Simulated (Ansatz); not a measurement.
Given:

V₃Si:
```
V3Si
1.0
    0.00000     2.93052     2.93052
    2.93052     0.00000     2.93052
    2.93052     2.93052     0.00000
Si V
1 3
Direct
  0.00000   0.00000   0.00000
  0.50000   0.50000   0.50000
  0.25000   0.25000   0.25000
  0.75000   0.75000   0.75000
```
The run is spin-polarised; directions of the spins, atom by atom: 0 0 0 0.

This is the PBEsol-relaxed structure.

**Question.** All from PBEsol (plane waves, PAW; program Ansatz), unless another level is named. Give the electronic character.

**Answer.** metallic (no gap).

**Question.** Next, the formation energy from the elements (no fitted shifts)?

**Answer.** -0.34 eV/atom.

**Question.** What about the density of states at the Fermi level?

**Answer.** 1.3 states/eV per atom (mean over ±0.08 eV).

Space group Fm-3m. The cell is a constructed one: a structure type filled with these elements; neither database checked (COD, Materials Project) lists it. COD files the formula under space group No. 223. Its standing as an ambient phase is unchecked. The cell was relaxed with PBEsol under the symmetry of its start; its stability against distortions is not shown here. The final state is ferromagnetic, the only order run, not a proven ground state. The references are the lowest solids computed at this level, not always the standard phases.

Potentials: the earlier of the program's two PAW sets. The files were generated under PBE; for other functionals the program regenerates the frozen cores, and for LDA and PBEsol the local potential too.
